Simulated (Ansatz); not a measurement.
This ZnSe₃ structure is the end of a relaxation. The cell was found from a structure generator's guess, not taken from experiment.

Method: DFT PBE, scalar-relativistic, plane waves, PAW (Ansatz). Cutoff 420 eV, Γ-centred mesh, Gaussian smearing, no spin polarisation.

```
Zn Se
1.0
     7.66896    0.00000    0.00000
    -3.83448    6.64151    0.00000
     0.00000    0.00000    4.11543
Zn Se
2 6
Direct
  0.33333 0.66667 0.75000
  0.66667 0.33333 0.25000
  0.84832 0.69663 0.25000
  0.30337 0.15168 0.25000
  0.84832 0.15168 0.25000
  0.15168 0.30337 0.75000
  0.69663 0.84832 0.75000
  0.15168 0.84832 0.75000
```

Energies over the elements count from the elements' standard structures at the same level, with no fitted energy shifts.

(1) What space group does it have?

(2) What is its formation energy per atom?

(3) Is it a metal?

## Answers

(1) P6_3/mmc (No. 194). Conventional cell: a = 7.669 Å, c = 4.115 Å. Zn is surrounded by 3 Se at 2.41 Å; Se has 1 Zn at 2.41 Å and 4 Se at 2.88 Å.

(2) +0.06 eV/atom. It can't be a ground state, since the elements alone are lower.

(3) Yes, bands cross the Fermi level on the 6×6×10 mesh.

The last run used a 6×6×10 mesh (in the run's order of axes) for its 8-atom cell and Gaussian smearing of 0.10 eV. The reference form of Se is held partly by dispersion forces, which this level lacks. Symmetry constrained the relaxation, so the result can be a saddle point.
